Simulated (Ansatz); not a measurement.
According to PBE in the plane-wave PAW code Ansatz, SnGe in the orthorhombic phase (Pmma; Ge on 2e, Ge on 2f, Sn on 2e, Sn on 2f) relaxes to a = 4.400 Å, b = 4.371 Å, c = 12.537 Å. Ge on 2e has 4 nearest neighbours from 2.58 Å (tetrahedral); Ge on 2f has 4 nearest neighbours from 2.58 Å (tetrahedral); Sn on 2e has 4 nearest neighbours from 2.69 Å (tetrahedral); Sn on 2f has 4 nearest neighbours from 2.81 Å (tetrahedral). Its formation energy from the elements is 0.068 eV/atom, with no fitted shifts.

Electronic character: metallic (no gap).

The bulk modulus is 43.8 GPa.

The start of the workflow was typed in or built on a structure type; neither database checked (COD, Materials Project) lists it. Its standing as an ambient phase is unchecked. The cell was relaxed with PBE under the symmetry of its start; whether a distortion lowers the energy is not shown. The references are the lowest solids computed at this level, not always the standard phases. Scalar-relativistic: spin–orbit coupling is off unless named, which matters more the heavier the elements.

Potentials: the later of the program's two PAW sets.
